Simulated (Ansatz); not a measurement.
BaCd2P2 in space group P-3m1 (No. 164; Ba on 1a, Cd on 2d, P on 2d), r²SCAN in the plane-wave PAW code Ansatz. The conduction-band minimum lies at A, with 1 equivalent valley. Second derivatives d²E/dk² of the lowest band at one valley (eV·Å²), along Cartesian directions:

| direction | d²E/dk² |
|---|---|
| [100] | 66.22 |
| [010] | 66.22 |
| [001] | 2.721 |
| [110] | 66.22 |
| [101] | 34.54 |
| [011] | 34.53 |

Find the principal effective masses, the density-of-states mass and the conductivity mass.

Off-diagonal terms follow from H_xy = H[110] − (H_xx + H_yy)/2, and m*/mₑ = 7.620 eV·Å² over each eigenvalue: 0.12, 0.12, 2.8. One valley's DOS mass (m₁m₂m₃)^(1/3) = 0.33, conductivity mass 3/(Σ 1/mᵢ) = 0.17 mₑ.

What effective density of states Nc follows at 300 K for parabolic valleys?

Nc = 2.509e19 × 1 × (0.33)^(3/2) ≈ 4.8e18 cm⁻³.

The first step of the workflow began from a Materials Project structure, measured or hypothetical; the Crystallography Open Database copy checked does not list it. Whether it is the stable phase at ambient conditions was not checked. The cell was relaxed with r²SCAN under the symmetry of its start; its stability against distortions is not shown here. Spin–orbit coupling is left out wherever it is not named.

Potentials: the later of the program's two PAW sets.

Edges and masses are those of Kohn–Sham bands, whose gap is no quasiparticle gap.
